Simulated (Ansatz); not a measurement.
NiAu:
```
NiAu
1.0
    2.82508     0.00000     0.00000
    0.00000     2.82508     0.00000
    0.00000     0.00000     7.05895
Au Ni
2 2
Direct
  0.00000   0.50000   0.34393
  0.50000   0.00000   0.65607
  0.00000   0.50000   0.90702
  0.50000   0.00000   0.09298
```
The run is spin-polarised; directions of the spins, atom by atom: 0 0 ↑ ↑.

Relaxed with r²SCAN.

**Question.** Give the Bader charges and basin volumes of the independent atoms, the program Ansatz at the r²SCAN level (PAW).

**Answer.** 

```csv
atom,Bader charge (e),Bader volume (Å³)
Au1,-0.19,17.4
Ni3,+0.19,10.8
```

Space group P4/nmm. The start of the workflow was typed in or built on a structure type; neither database checked (COD, Materials Project) lists it. Whether it is the stable phase at ambient conditions was not checked. Symmetry was held in the r²SCAN relaxation; whether a distortion lowers the energy is not shown. The final state is ferromagnetic, chosen from 2 collinear starts compared on coarse meshes (ties went to the first, and starts can fall back to one state), not a proven ground state. Other orbital occupations within this spin state were not tried. Spin–orbit coupling is left out wherever it is not named.

Potentials: the earlier of the program's two PAW sets. The files were generated under PBE; for other functionals the program regenerates the frozen cores, and for LDA and PBEsol the local potential too.
